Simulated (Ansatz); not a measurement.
A geometry of YCl away from equilibrium: the start of the relaxation of a relaxed YCl cell shaken by Gaussian noise of σ = 0.08 Å a coordinate. These are PBEsol (plane waves to 420 eV, PAW, scalar-relativistic; Ansatz, a program for electronic structure) values and carry that method's errors. Γ-centred k-mesh 4×4×4 on the run's cell (coarser than for final values), Fermi–Dirac smearing 0.05 eV.

```xyz
8
Lattice="5.7645 0.0000 0.0000 0.0000 5.7645 0.0000 0.0000 0.0000 5.7645" Properties=species:S:1:pos:R:3 pbc="T T T"
Y      4.9571     4.8334     4.7832
Y      1.9599     3.7517     0.9474
Y      0.7247     1.9016     3.8447
Y      3.8835     0.9183     1.9246
Cl     0.6245     0.6724     0.5830
Cl     3.6626     2.2141     5.0781
Cl     5.1762     3.4192     2.2892
Cl     2.2855     5.1122     3.4308
```

Q: Which atoms carry the largest force, and which way does it point?

A: 1.50 eV/Å, on Y3 (atoms numbered as listed); on Y3 its components are (1.41, -0.36, 0.35).

Q: What is the pressure?

A: +0.2 GPa, compression positive.

Q: How far above the relaxed end point is this geometry?

A: 0.04 eV/atom; the path ends in P2₁3 (No. 198) (AFLOW prototype AB_cP8_198_a_a (B20, as in FeSi)).

No spin polarisation in the result. The d or f electrons are treated with no Hubbard U.

The end of the path is a generated cell of YCl: the first start was made by placing the elements on the sites of a structure type, and the end was not matched to a known phase here, so it may be hypothetical.
